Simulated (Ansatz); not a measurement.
CoBi$_{3}$:
Space group Pnma (No. 62); a = 8.9546 Å, b = 4.0434 Å, c = 11.8630 Å, α = β = γ = 90.00°

```csv
atom,site,symmetry,x,y,z
Co,4c,.m.,0.0877,0.2500,0.4792
Bi,4c,.m.,0.0893,0.7500,0.3298
Bi,4c,.m.,0.3017,0.2500,0.1012
Bi,4c,.m.,0.3702,0.2500,0.4094
```

Relaxed at zero pressure with the program Ansatz at the r²SCAN level (PAW).

### Question
The volume is raised by 9 % and shape and atoms relax at that volume. What pressure results, and how do the axes share the change?

### Answer
-0.7 GPa; a 4.0 %, b -1.6 %, c 6.6 %; the energy rises by 7 meV/atom.

### Question
Give the new structure.

### Answer

Space group Pnma (No. 62); a = 9.3114 Å, b = 3.9768 Å, c = 12.6433 Å, α = 90.00°, β = 90.00°, γ = 90.00°

| atom | site | symmetry | x | y | z |
|---|---|---|---|---|---|
| Co | 4c | .m. | 0.0782 | 0.2500 | 0.4796 |
| Bi | 4c | .m. | 0.0805 | 0.7500 | 0.3351 |
| Bi | 4c | .m. | 0.2986 | 0.2500 | 0.0927 |
| Bi | 4c | .m. | 0.3438 | 0.2500 | 0.4111 |

The phase is kept; no other phase was compared at this pressure.

The workflow started from a Materials Project entry (that database holds measured and hypothetical structures alike); the Crystallography Open Database copy checked does not list it. Whether it is the stable phase at ambient conditions was not checked. The r²SCAN relaxation kept the symmetry of its start; its stability against distortions is not shown here. The run is not spin-polarised. Its formation energy is positive at this level, so the cell may be metastable or incomplete. Axis ratios of metals converge slowly with the k-mesh, so a and c are less sure than the volume. Scalar-relativistic: spin–orbit coupling is off unless named, which matters more the heavier the elements.

Potentials: the later of the program's two PAW sets.
